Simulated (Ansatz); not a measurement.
Molecular dynamics on a 2×2×1 supercell (16 atoms) of BeSnSb₂ (ordering on zincblende), relaxed with r2SCAN. Forces come from PBEsol in the plane-wave code Ansatz: Langevin thermostat and barostat (NPT), 450 K, steps of 2 fs. Spin polarisation is off, nuclei are classical, and the run is far too short for thermal averages. The structure comes from a prototype and may be hypothetical.

```yaml
crystal:
  lattice:
    - [8.6527894354, 0.0, 0.0]
    - [0.0, 8.6527894354, 0.0]
    - [0.0, 0.0, 6.0624185569]
  atoms:
    - { symbol: Be, position: [0.0, 0.0, 0.0] }
    - { symbol: Sb, position: [0.0, 0.25, 0.2035949253] }
    - { symbol: Sn, position: [0.25, 0.25, 0.5] }
    - { symbol: Sb, position: [0.25, 0.0, 0.7964050747] }
    - { symbol: Be, position: [0.0, 0.5, 0.0] }
    - { symbol: Sb, position: [0.0, 0.75, 0.2035949253] }
    - { symbol: Sn, position: [0.25, 0.75, 0.5] }
    - { symbol: Sb, position: [0.25, 0.5, 0.7964050747] }
    - { symbol: Be, position: [0.5, 0.0, 0.0] }
    - { symbol: Sb, position: [0.5, 0.25, 0.2035949253] }
    - { symbol: Sn, position: [0.75, 0.25, 0.5] }
    - { symbol: Sb, position: [0.75, 0.0, 0.7964050747] }
    - { symbol: Be, position: [0.5, 0.5, 0.0] }
    - { symbol: Sb, position: [0.5, 0.75, 0.2035949253] }
    - { symbol: Sn, position: [0.75, 0.75, 0.5] }
    - { symbol: Sb, position: [0.75, 0.5, 0.7964050747] }
kpoints:
  mp_grid: { grid: [2, 2, 2] }
hamiltonian:
  xc: pbesol
scf:
  occupations: { method: fermi_dirac, width: 0.039 }
md:
  ensemble: npt_langevin
  temperature: 450
  timestep: 2.0
  n_steps: 30
  initial_velocities: maxwell_boltzmann
  seed: 3499
```

Command: `ansatz run input.yaml --threads 4 --pin off --max-ram 3686MiB --backend cpu --events-out ev --progress --plain --runs-dir out`.

Q: It ran on 4 threads of Arm Neoverse V1, with other jobs on the host, load about 0.8 per core. About how long did it take, and what peak of host memory did it reach?

A: About 3.2 min, with a peak of 1.8 GiB.

Q: How do temperature and energy develop?

A: The temperature starts at 422 K, is lowest at step 13 (275 K, 26 fs) and ends at 327 K. The thermostat hasn't had time to restore it. The atoms start on their lattice sites with kinetic energy alone, so much of it first passes into potential energy.
```tsv
step	t (fs)	T (K)	free energy F from step 0 (meV/atom)	kinetic energy (meV/atom)	pressure (GPa)	volume (Å³/atom)	largest force (eV/Å)
0	0	422	0.0	54.5	-0.61	28.37	0.32
1	2	389	0.3	50.3	-0.62	28.36	0.45
2	4	358	1.3	46.3	-0.60	28.36	0.57
3	6	336	2.7	43.4	-0.57	28.34	0.68
4	8	330	4.4	42.6	-0.51	28.32	0.77
5	10	295	6.4	38.1	-0.49	28.31	0.84
6	12	286	8.3	37.0	-0.46	28.31	0.90
7	14	296	10.3	38.3	-0.40	28.29	0.96
8	16	330	12.2	42.7	-0.30	28.25	1.01
9	18	320	13.7	41.3	-0.20	28.21	1.04
10	20	313	15.0	40.5	-0.11	28.16	1.07
11	22	302	16.4	39.0	-0.01	28.10	1.10
12	24	288	17.6	37.3	0.10	28.04	1.13
13	26	275	18.4	35.5	0.19	27.98	1.16
14	28	302	18.9	39.0	0.28	27.94	1.18
15	30	320	19.2	41.4	0.33	27.91	1.18
16	32	334	19.5	43.1	0.39	27.87	1.18
17	34	320	20.1	41.3	0.43	27.84	1.21
18	36	324	21.0	41.9	0.49	27.81	1.27
19	38	347	22.2	44.9	0.54	27.78	1.33
20	40	341	23.7	44.0	0.58	27.76	1.38
21	42	331	25.3	42.8	0.60	27.74	1.44
22	44	338	27.3	43.7	0.64	27.73	1.48
23	46	309	29.4	39.9	0.63	27.73	1.53
24	48	296	31.4	38.3	0.61	27.75	1.56
25	50	315	33.1	40.7	0.58	27.77	1.55
26	52	297	34.6	38.4	0.52	27.79	1.56
27	54	305	35.8	39.4	0.46	27.82	1.56
28	56	317	36.4	40.9	0.39	27.86	1.54
29	58	322	36.7	41.6	0.31	27.89	1.53
30	60	327	36.6	42.3	0.23	27.92	1.51
```

Positions (Å) and forces (eV/Å) at step 30:
```
cell (Å): 8.607 0.000 0.000; 0.000 8.607 0.000; 0.000 0.000 6.030
Be   0.044   0.071   0.112    -0.599  -0.352  -0.176
Sb   0.073   2.261   1.175    -0.188  -0.410  -0.111
Sn   2.128   2.068   3.021     0.783   0.433   0.061
Sb   2.082  -0.038   4.889    -0.532  -0.180  -0.767
Be  -0.144   4.280  -0.075     0.717   0.189  -0.241
Sb  -0.016   6.380   1.088     0.428   0.514   0.390
Sn   2.219   6.448   2.957    -0.644  -0.086   0.206
Sb   2.243   4.310   4.825    -0.706  -0.197  -0.164
Be   4.146   0.041  -0.138     1.029  -0.147   0.178
Sb   4.326   2.062   1.101     0.120   0.963   0.711
Sn   6.585   2.164   3.018    -0.803  -1.198  -0.439
Sb   6.429  -0.130   4.866     0.265   0.887   0.016
Be   4.281   4.441   0.071     0.266  -0.543  -0.024
Sb   4.330   6.621   1.174     0.311  -0.415   0.009
Sn   6.525   6.450   2.984    -0.166  -0.179  -0.164
Sb   6.383   4.233   4.741    -0.279   0.719   0.517
```
